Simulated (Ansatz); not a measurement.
## NbRu3: computed DOS

```cif
data_structure
_symmetry_space_group_name_H-M 'P 1'
_symmetry_Int_Tables_number 1
_cell_length_a 3.8800
_cell_length_b 3.8800
_cell_length_c 3.8800
_cell_angle_alpha 90.000
_cell_angle_beta 90.000
_cell_angle_gamma 90.000
_cell_volume 58.41
loop_
_atom_site_label
_atom_site_type_symbol
_atom_site_fract_x
_atom_site_fract_y
_atom_site_fract_z
_atom_site_occupancy
Nb1 Nb 0.00000 0.00000 0.00000 1
Ru1 Ru 0.00000 0.50000 0.50000 1
Ru2 Ru 0.50000 0.00000 0.50000 1
Ru3 Ru 0.50000 0.50000 0.00000 1
```

The runs use the primitive cell with vectors (3.880, 0.000, 0.000), (0.000, 3.880, 0.000), (0.000, 0.000, 3.880) Å, to which the k mesh refers.

The geometry is COD entry 2310239, unchecked; take it as a test cell.

Spin polarisation is left out, and whether a magnetic state lies lower isn't shown here.

Level of theory: DFT, LDA, all-electron LAPW, scalar-relativistic (Ansatz 0.2.0).

Numerical set-up: a Γ-centred 9×9×9 k mesh, Fermi–Dirac smearing of 0.05 eV, basis error target 1 meV/atom, no spin polarisation.

States per eV and cell, averaged over 0.6 eV, from -5.8 to 3.6 eV, with energies (bin centres) from the Fermi level; empty bins are left out. The partial columns, the largest 5 alone, are projections on Löwdin-orthogonalised atomic shells (those that the program's projection atoms carry: the occupied ones and, for some elements, an empty d or f shell; other empty shells have no column), summed over atoms of an element. Weights on diffuse s and p shells depend on that basis and aren't pure angular character.

```json
{"E (eV)": "-5.6", "total": "0.70", "Ru 4d": "0.18", "Nb 4d": "0.06", "Ru 5s": "0.32", "Nb 5s": "0.10", "Ru 4p": "0.01"}
{"E (eV)": "-5.0", "total": "3.77", "Ru 4d": "2.13", "Nb 4d": "0.60", "Ru 5s": "0.76", "Nb 5s": "0.18", "Ru 4p": "0.02"}
{"E (eV)": "-4.4", "total": "6.88", "Ru 4d": "4.78", "Nb 4d": "1.11", "Ru 5s": "0.63", "Nb 5s": "0.26", "Ru 4p": "0.03"}
{"E (eV)": "-3.8", "total": "5.13", "Ru 4d": "4.03", "Nb 4d": "0.72", "Ru 5s": "0.21", "Nb 5s": "0.10", "Ru 4p": "0.03"}
{"E (eV)": "-3.2", "total": "4.55", "Ru 4d": "3.69", "Nb 4d": "0.65", "Ru 5s": "0.10", "Nb 5s": "0.03", "Ru 4p": "0.03"}
{"E (eV)": "-2.6", "total": "4.40", "Ru 4d": "3.58", "Nb 4d": "0.52", "Ru 5s": "0.19", "Nb 5s": "0.04", "Ru 4p": "0.02"}
{"E (eV)": "-2.0", "total": "5.49", "Ru 4d": "4.32", "Nb 4d": "0.68", "Ru 5s": "0.32", "Nb 5s": "0.05", "Ru 4p": "0.03"}
{"E (eV)": "-1.4", "total": "7.09", "Ru 4d": "5.57", "Nb 4d": "1.05", "Ru 5s": "0.28", "Nb 5s": "0.06", "Ru 4p": "0.02"}
{"E (eV)": "-0.8", "total": "5.36", "Ru 4d": "4.13", "Nb 4d": "0.80", "Ru 5s": "0.20", "Nb 5s": "0.07", "Ru 4p": "0.02"}
{"E (eV)": "-0.2", "total": "5.26", "Ru 4d": "4.02", "Nb 4d": "0.73", "Ru 5s": "0.18", "Nb 5s": "0.16", "Ru 4p": "0.02"}
{"E (eV)": "0.4", "total": "3.27", "Ru 4d": "2.53", "Nb 4d": "0.39", "Ru 5s": "0.11", "Nb 5s": "0.11", "Ru 4p": "0.01"}
{"E (eV)": "1.0", "total": "1.89", "Ru 4d": "1.44", "Nb 4d": "0.29", "Ru 5s": "0.06", "Nb 5s": "0.04", "Ru 4p": "0.00"}
{"E (eV)": "1.6", "total": "3.03", "Ru 4d": "1.94", "Nb 4d": "0.97", "Ru 5s": "0.06", "Nb 5s": "0.02", "Ru 4p": "0.00"}
{"E (eV)": "2.2", "total": "5.49", "Ru 4d": "2.47", "Nb 4d": "2.67", "Ru 5s": "0.17", "Nb 5s": "0.07", "Ru 4p": "0.01"}
{"E (eV)": "2.8", "total": "3.53", "Ru 4d": "1.53", "Nb 4d": "1.69", "Ru 5s": "0.17", "Nb 5s": "0.04", "Ru 4p": "0.00"}
{"E (eV)": "3.4", "total": "3.63", "Ru 4d": "1.56", "Nb 4d": "1.57", "Ru 5s": "0.33", "Nb 5s": "0.05", "Ru 4p": "0.00"}
```

Q: Which of the resolved shells contributes most within 0.3 eV of the Fermi level?

A: Ru 4d, with 74 % of all states there; Nb 4d follows with 15 %.

Q: Where is the centre of the filled Ru 4d states between -14 eV and the top of the filled states?

A: -2.54 eV from the Fermi level.
